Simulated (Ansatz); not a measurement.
Ti (hcp, Mg type)

```
Ti
1.0
    2.93885     0.00000     0.00000
   -1.46943     2.54512     0.00000
    0.00000     0.00000     4.64996
Ti
2
Direct
  0.33333   0.66667   0.75000
  0.66667   0.33333   0.25000
```

The slice is a (0001) plane (indices of the conventional cell) through the point (0.667, 0.333, 0.250) (fractional), spanned by u = [110] and v = [1 -1 0] in vectors of this cell: u (2.94 Å) and v (5.09 Å, at 90° to u). It covers one period; positions are fractions (u, v).

The numbers are results of PBE (plane waves to 420 eV, PAW, scalar-relativistic; Ansatz, a quantum-chemistry and plane-wave program), not measurements. k mesh 18×18×10. These are valence fields of a PAW run, semicore shells included where kept as valence: close to a nucleus they are smooth pseudo fields. The PAW data are Ansatz's earlier set. Ti is run without spin polarisation. Ti was relaxed with its symmetry unable to fall.

Task: What is the ELF at the midpoint of the shortest Ti–Ti line in this plane (2.94 Å)?

Result: 0.27.

Task: What is the valence density on the shortest Ti–Ti line in this plane (2.94 Å), at its midpoint?

Result: 0.19 e/Å³.

Task: Predict the map of the electron localisation function (ELF) on the slice.

Result: 
```
|xxxxxx9966110011221100116699xxxx|
|xxxx99884400001122110000448899xx|
|99998855220000112211000022558899|
|66664422000000223322000000224466|
|22221100000011223322110000001122|
|11111111111122222222221111111111|
|44443333221111000000111122333344|
|88776644220000000000000022446677|
|99996633110000112211000011336699|
|99885511112244667766442211115588|
|88663311225588999999885522113366|
|66441111448899xxxxxx998844111144|
|442200116699xxxxxxxxxx9966110022|
|221100227799xxxxxxxxxx9977220011|
|221100116699xxxxxxxxxx9966110011|
|22110000448899xxxxxx998844000011|
|22110000225588999999885522000011|
|33220000002244666666442200000022|
|33221100000011222222110000001122|
|22222211111111111111111111112222|
|00001111223333444444333322111100|
|00000000224466778877664422000000|
|22110000113366999999663311000011|
|77664422111155889988551111224466|
|99998855221133668866331122558899|
|xxxx99884411114466441111448899xx|
|xxxxxx9966110022442200116699xxxx|
|xxxxxx9977220011221100227799xxxx|
```
Scale: ten equal steps from 0.09 (start of '0') to 0.75 (end of '9'), in the order '0123456789'. Values: electron localisation function (ELF). The map has 16 points along u (two characters each, u = 0 at the left) and 28 along v (v = 0 in the bottom row). Points within 0.5 Å of a nucleus are blanked (x), as the pseudised field means little there.
